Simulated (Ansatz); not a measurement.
Relaxing K₂NaScF₆

Computed with Ansatz, DFT r2SCAN, scalar-relativistic, plane waves, PAW. Cutoff 500 eV, Γ-centred k mesh, Gaussian smearing, no spin polarisation in the final step.

The start is a database structure of K₂NaScF₆, space group Fm-3m (No. 225).

```
K Na Sc F
1.0
     0.00000    4.23585    4.23585
     4.23585    0.00000    4.23585
     4.23585    4.23585    0.00000
K Na Sc F
2 1 1 6
Direct
  0.25000 0.25000 0.25000
  0.75000 0.75000 0.75000
  0.50000 0.50000 0.50000
  0.00000 0.00000 0.00000
  0.76580 0.23420 0.23420
  0.23420 0.76580 0.23420
  0.23420 0.76580 0.76580
  0.76580 0.23420 0.76580
  0.23420 0.23420 0.76580
  0.76580 0.76580 0.23420
```

Steps on the 4×4×4 mesh (10 atoms). 4 of 4 steps are shown, and the free energy counts from the last. Trial steps that were taken back and renewals of the plane-wave basis can be among the rows.

```csv
step,ΔF (meV/atom),V (Å³/atom),P (GPa),largest force component (eV/Å)
1,4.2,15.20,0.79,0.520
2,0.5,15.15,-0.04,0.157
3,-0.1,15.02,-0.05,0.000
4,0.0,15.02,-0.04,0.000
```

A final relaxation ran on a 6×6×6 mesh. The relaxed crystal, Fm-3m (No. 225):

```
K Na Sc F
1.0
     0.00000    4.21924    4.21924
     4.21924    0.00000    4.21924
     4.21924    4.21924    0.00000
K Na Sc F
2 1 1 6
Cartesian
  2.1096 2.1096 2.1096
  6.3289 6.3289 6.3289
  4.2192 4.2192 4.2192
  0.0000 0.0000 0.0000
  2.0060 4.2192 4.2192
  4.2192 2.0060 4.2192
  6.4325 4.2192 4.2192
  4.2192 6.4325 4.2192
  4.2192 4.2192 2.0060
  4.2192 4.2192 6.4325
```

For K₂NaScF₆, the volume per atom is 15.02 Å³. The density is 2.88 g/cm³. The gap on the 6×6×6 mesh is 7.91 eV.

The final run used a 6×6×6 mesh on its 10-atom cell and 0.02 eV smearing.

Symmetry constrained the relaxation, so the result can be a saddle point.

Cost: 3 runs of about 0.4 core-minutes in all, on AMD EPYC 9R45 (Zen 5) (shared hosts).